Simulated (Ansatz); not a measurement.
SiBCN:
```
SiBCN
1.0
    1.41513     0.81703     4.64194
   -1.41513     0.81703     4.64194
    0.00000    -1.63406     4.64194
B N Si C
1 1 1 1
Direct
  0.99432   0.99432   0.99432
  0.11874   0.11874   0.11874
  0.50421   0.50421   0.50421
  0.63276   0.63276   0.63276
```

Relaxed with PBEsol. Special points in fractions of this cell's reciprocal vectors: Γ (0.000, 0.000, 0.000); T (0.500, 0.500, 0.500); H2 (0.813, 0.187, 0.500); H0 (0.500, -0.187, 0.187); L (0.500, 0.000, 0.000); S0 (0.344, -0.344, 0.000); S2 (0.656, 0.000, 0.344); F (0.500, 0.000, 0.500).

**Question.** List the band energies nearest the valence-band maximum at these points for plane-wave PAW PBEsol (Ansatz code).

**Answer.** In eV from the valence-band maximum; about four levels below and three above (degenerate sets whole), none deeper than 8.9 eV; points with the same levels are listed once.

| k | below | above |
|---|---|---|
| Γ | -4.63 -4.63 -1.11 0.00 0.00 | 3.10 5.87 7.08 7.08 |
| T | -4.61 -4.61 -0.17 -0.17 | 3.90 6.72 7.34 7.34 |
| H2 | -7.90 -5.80 -4.81 -3.09 | 2.36 4.61 7.62 |
| L | -6.92 -6.08 -4.38 -2.72 | 1.90 5.05 6.98 |
| S0 | -8.23 -5.74 -4.99 -3.13 | 2.41 5.06 7.28 |
| F | -6.28 -5.22 -2.16 -2.09 | 0.14 4.14 5.77 |

Space group R3m. The start of the workflow was typed in or built on a structure type; neither database checked (COD, Materials Project) lists it. Its standing as an ambient phase is unchecked. The cell was relaxed with PBEsol under the symmetry of its start; whether a distortion lowers the energy is not shown. The volume moved by -19 % from the start of the relaxation.

Potentials: the earlier of the program's two PAW sets. The files were generated under PBE; for other functionals the program regenerates the frozen cores, and for LDA and PBEsol the local potential too.
